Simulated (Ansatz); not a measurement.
NbP (CsCl type, Pm-3m) at seven volumes, the program Ansatz at the r²SCAN level (PAW), scaled uniformly. One row is withheld.

```json
[
 {"V (Å³/atom)": "13.653", "P (GPa)": "22.38"},
 {"V (Å³/atom)": "14.103", "P (GPa)": "?"},
 {"V (Å³/atom)": "14.553", "P (GPa)": "6.32"},
 {"V (Å³/atom)": "15.003", "P (GPa)": "0.00"},
 {"V (Å³/atom)": "15.453", "P (GPa)": "-5.42"},
 {"V (Å³/atom)": "15.903", "P (GPa)": "-10.07"},
 {"V (Å³/atom)": "16.353", "P (GPa)": "-14.05"}
]
```

**Question.** Fit the shown pressures and predict the withheld one.

**Answer.** P = (3/2)B₀(x^(7/2) − x^(5/2))[1 + (3/4)(B′ − 4)(x − 1)] with x = (V₀/V)^(2/3). Least squares on the six rows gives V₀ = 15.003 Å³/atom, B₀ = 195 GPa, B′ = 4.16. At V = 14.103, x = 1.0421 and P = 13.72 GPa. The run itself gave 13.72 GPa.

The cell is a constructed one: a structure type filled with these elements; neither database checked (COD, Materials Project) lists it. COD files the formula under space group No. 141, so this cell is another polymorph or a model. Its standing as an ambient phase is unchecked. Symmetry was held in the r²SCAN relaxation; of distortions, only those at the zone centre were tested. No spin polarisation was allowed.

Potentials: the later of the program's two PAW sets.
